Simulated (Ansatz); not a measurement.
CuCl (zinc blende)

```
CuCl
1.0
    0.00000     2.71202     2.71202
    2.71202     0.00000     2.71202
    2.71202     2.71202     0.00000
Cl Cu
1 1
Cartesian
  4.06803   4.06803   4.06803
  0.00000   0.00000   0.00000
```

The slice is a {100} plane (indices of the conventional cell) through the point (0.750, 0.750, 0.750) (fractional), spanned by u = [100] and v = [0 1 -1] in vectors of this cell: u (3.84 Å) and v (3.84 Å, at 90° to u). It covers one period; positions are fractions (u, v).

Method: PBE (plane waves to 420 eV, PAW, scalar-relativistic; Ansatz, a program for electronic structure). k mesh 11×11×11. These are valence fields of a PAW run, semicore shells included where kept as valence: close to a nucleus they are smooth pseudo fields. CuCl is run without spin polarisation. CuCl was relaxed with its symmetry unable to fall.

**Question.** Sketch the electron localisation function (ELF) on this plane as a map.

**Answer.** 
```
|xxxxx@@@@%*=:... ...:=*%@@@@xxxx|
|xxxx@@@@@%*-:..   ..:-*%@@@@@xxx|
|xxx@@@@@%#+-:..   ..:-+#@@@@@@xx|
|xx@@@@@@%#+-...   ...-+#%@@@@@@x|
|@@@@@@@@%*=:..     ..:=*%@@@@@@@|
|@@@@@@@%#+-:..     ..:-+#%@@@@@@|
|@@@@@@%#*=:..       ..:=*#%@@@@@|
|@@@%%%#*=-:.         .:-=*#%%%@@|
|%%%##*+=-:..         ..:-=+*##%%|
|***++=-::..           ..::-=++**|
|==---::...             ...::---=|
|::::....                 ....:::|
|.......                   ......|
|.....                       ....|
|..                             .|
|                                |
|..                             .|
|.....                       ....|
|.......                   ......|
|::::....                 ....:::|
|==---::...             ...::---=|
|***++=-::..           ..::-=++**|
|%%%##*+=-:..         ..:-=+*##%%|
|@@@%%%#*=-:.         .:-=*#%%%@@|
|@@@@@@%#*=:..       ..:=*#%@@@@@|
|@@@@@@@%#+-:..     ..:-+#%@@@@@@|
|@@@@@@@@%*=:..     ..:=*%@@@@@@@|
|xx@@@@@@%#+-...   ...-+#%@@@@@@x|
|xxx@@@@@%#+-:..   ..:-+#@@@@@@xx|
|xxxx@@@@@%*-:..   ..:-*%@@@@@xxx|
|xxxxx@@@@%*=:... ...:=*%@@@@xxxx|
|xxxxx@@@@%*=:... ...:=*%@@@@xxxx|
```
Scale: ten equal steps from 0.01 (start of ' ') to 0.86 (end of '@'), in the order ' .:-=+*#%@'. Values: electron localisation function (ELF). The map has 32 points along u (one character each, u = 0 at the left) and 32 along v (v = 0 in the bottom row). Points within 0.5 Å of a nucleus are blanked (x), as the pseudised field means little there.
